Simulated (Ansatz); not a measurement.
Computed properties of ZnO

ZnO:
```yaml
crystal:
  lattice:
    - [3.18030, 0.00000, 0.00000]
    - [-1.59015, 2.75422, 0.00000]
    - [0.00000, 0.00000, 10.34035]
  atoms:
    - { symbol: Zn, position: [0.00000, 0.00000, 0.00058] }
    - { symbol: Zn, position: [0.00000, 0.00000, 0.50058] }
    - { symbol: Zn, position: [0.66667, 0.33333, 0.75050] }
    - { symbol: Zn, position: [0.33333, 0.66667, 0.25050] }
    - { symbol: O, position: [0.00000, 0.00000, 0.81216] }
    - { symbol: O, position: [0.00000, 0.00000, 0.31216] }
    - { symbol: O, position: [0.66667, 0.33333, 0.56239] }
    - { symbol: O, position: [0.33333, 0.66667, 0.06239] }
```

Space group P6_3mc (No. 186); conventional cell a = b = 3.1803 Å, c = 10.3403 Å, α = β = 90.00°, γ = 120.00°.

Method: LDA in the plane-wave PAW code Ansatz. The cell and atoms are relaxed at this level. Other levels are named where they apply.

Cell and energy:

- Volume per atom: 11.32 Å³
- Density: 5.97 g/cm³
- Formation energy from the elements (no fitted shifts): -1.53 eV/atom

Electronic structure:

- Band gap = 0.75 eV (smallest direct gap 0.75 eV)
- Valence-band maximum = on the Γ–A line, 2 % of the way from Γ
- Conduction-band minimum = at Γ
- Electron effective mass = 0.14 mₑ (isotropic)

Mechanics:

- Bulk modulus (Birch–Murnaghan fit) = 1610 kbar
- Pressure derivative B′ = 4.5
- Elastic constants (relaxed ions, GPa) = C11 = 222, C12 = 142, C13 = 120, C33 = 246, C44 = 36.8
- Mechanical stability = stable (all eigenvalues of C positive)
- Hill bulk and shear moduli = 161 and 42.3 GPa
- Young's modulus = 117 GPa
- Poisson's ratio = 0.38
- Debye temperature from the elastic constants = 398 K
- Piezoelectric stress constants (proper, relaxed ions, C/m²) = e15 = e24 = 0.53, e31 = e32 = 0.61, e33 = -1.19

Dielectric response:

Electronic dielectric constant ε∞ (DFPT): 5.21 (xx = yy), 5.23 (zz)
Static dielectric constant ε0 (ions relaxed, cell fixed): 9.74 (xx = yy), 10.1 (zz)
Born charges (a third of the trace): Zn +2.10 to +2.11, O -2.11 to -2.10 e
Largest static χ(2) component: 110 pm/V

Phonons:

* **Highest zone-centre frequency (without LO–TO term)**: 561 cm⁻¹
* **Zone-centre stability**: no imaginary mode at Γ
* **Dynamical stability on the path**: stable (no imaginary branch)
* **Zero-point energy**: 60.3 meV/atom
* **Vibrational entropy at 300 K**: 22.0 J/(K·mol of atoms)

The cell is a constructed one: a structure type filled with these elements. Its sites differ from those of the usual phase in this space group: another stacking or structure type. The cell was relaxed with LDA under the symmetry of its start. Signs of piezoelectric constants follow the polarity of the cell as given. The references are the lowest solids computed at this level, not always the standard phases (solids in place of the gases).

Potentials: the later of the program's two PAW sets.
